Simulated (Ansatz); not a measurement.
**Structures of CuRh₂: which is lowest?**

Plane-wave DFT in Ansatz with scalar-relativistic PAW potentials, cutoff 420 eV, Γ-centred meshes chosen by cell and gap, Gaussian smearing with energies taken to zero width. Every cell was relaxed (cell and atoms) in a run of its own, within the symmetry of its start. Functional: PBE.

Relaxed structures (starts from databases or built by putting these elements on another compound's sites):
A. Fm-3m, 3 atoms in the computed cell, a = 5.692 Å; sites (symmetry × multiplicity) Cu m-3m × 4, Rh -43m × 8; start: built
B. P4/nmm, 6 atoms in the computed cell, a = 3.712 Å, c = 6.292 Å; sites (symmetry × multiplicity) Cu 4mm × 2, Rh -4m2 × 2 + 4mm × 2; start: built

Q: Rank them by energy. Could pressure change the order?

A:
| structure | group | E − E(lowest) (meV/atom) | V (Å³/atom) | gap on mesh (eV) |
| --- | --- | --- | --- | --- |
| B | P4/nmm | 0.0 | 14.45 | 0.00 |
| A | Fm-3m | 309 | 15.37 | 0.00 |

B is lowest, 309 meV/atom under A. The lowest is also the densest of these, so pressure wouldn't bring one of the others in at first order. Other structures may lie lower than all of these, and vibrations aren't counted.